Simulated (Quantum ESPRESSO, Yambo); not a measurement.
At a photon energy of 13.25 eV, RPA with local fields on LDA bands shifted by a G0W0 scissor of 4.16 eV (Quantum ESPRESSO and Yambo; 3×3×4 mesh, 134 bands, 3 Ry local-field block, 0.2 eV broadening) gives ε = 2.7 + 1.44i for Cs2LiAlF6 (space group P-3m1, No. 164), field along x. Axes are Cartesian, with cell vectors (Å) (6.30, 0.00, 0.00), (-3.15, 5.45, 0.00), (0.00, 0.00, 5.10).

Question: Work out n, κ, the normal-incidence reflectivity, the absorption coefficient and the penetration depth.

Answer: 
|ε| = 3.06; n = √((|ε| + ε1)/2) = 1.70, κ = √((|ε| − ε1)/2) = 0.42. R = ((n − 1)² + κ²)/((n + 1)² + κ²) = 0.09. α = 2Eκ/(ħc) with ħc = 197.327 eV nm: 0.0570 per nm = 5.7 × 10⁵ per cm, a 1/e depth of 18 nm. The computed direct gap is 10.72 eV, and the energy scale of the real crystal may differ from it. Excitonic effects are left out, and values at one energy depend on mesh and broadening. The scissor comes from a G0W0 run whose convergence isn't established. Convergence of the RPA response with its 3×3×4 mesh was not tested.

Geometry of the Materials Project entry, not relaxed at this level; primitive cell a = 6.2979 Å, b = 6.2979 Å, c = 5.1033 Å, α = 90.00°, β = 90.00°, γ = 120.00°.

The structure is a Materials Project entry; no match was found in the copy of COD used, and its stability was not checked.
